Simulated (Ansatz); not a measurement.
Relaxed PbTe (rock salt):

```
CELL_PARAMETERS angstrom
      0.00000     3.28451     3.28451
      3.28451     0.00000     3.28451
      3.28451     3.28451     0.00000
ATOMIC_POSITIONS crystal
  Te 0.00000 0.00000 0.00000
  Pb 0.50000 0.50000 0.50000
```

Two-dimensional scan of atom 2 (Pb, nearest neighbour Te at 3.285 Å; its periodic images, 4.6 Å or more away, move with it): u runs along (1.000, 0.000, 0.000), v along (0.000, 0.000, 1.000) (Cartesian). Cell and other atoms are fixed.

Computed with PBE (plane waves to 420 eV, PAW, scalar-relativistic; Ansatz, a program for electronic structure). k mesh 7×7×7 (Γ-centred), Fermi-Dirac smearing 0.05 eV. Stress and pressure are positive under compression. PbTe was relaxed with its symmetry unable to fall. Spin-orbit coupling is left out, though Pb and Te are heavy. 

| P (GPa) | u = -0.490 | u = -0.327 | u = -0.163 | u = 0.000 | u = 0.163 | u = 0.327 | u = 0.490 |
|---|---|---|---|---|---|---|---|
| v = -0.490 | 5.14 | 3.81 | (withheld) | (withheld) | (withheld) | 3.81 | 5.14 |
| v = -0.327 | 3.81 | 2.25 | 1.43 | 1.18 | 1.43 | 2.25 | 3.81 |
| v = -0.163 | (withheld) | 1.43 | 0.55 | 0.27 | 0.55 | 1.43 | (withheld) |
| v = 0.000 | (withheld) | 1.18 | 0.27 | -0.01 | 0.27 | 1.18 | (withheld) |
| v = 0.163 | (withheld) | 1.43 | 0.55 | 0.27 | 0.55 | 1.43 | (withheld) |
| v = 0.327 | 3.81 | 2.25 | 1.43 | 1.18 | 1.43 | 2.25 | 3.81 |
| v = 0.490 | 5.14 | 3.81 | (withheld) | (withheld) | (withheld) | 3.81 | 5.14 |

Problem. What belongs in the gaps?

Solution. 
- v = -0.490, u = -0.163: 3.12
- v = -0.490, u = 0.000: 2.90
- v = -0.490, u = 0.163: 3.12
- v = -0.163, u = -0.490: 3.12
- v = -0.163, u = 0.490: 3.12
- v = 0.000, u = -0.490: 2.90
- v = 0.000, u = 0.490: 2.90
- v = 0.163, u = -0.490: 3.12
- v = 0.163, u = 0.490: 3.12
- v = 0.490, u = -0.163: 3.12
- v = 0.490, u = 0.000: 2.90
- v = 0.490, u = 0.163: 3.12

(A displaced cell: forces are minus the slopes of the energy, force constants its curvatures, and phonons follow from these.)
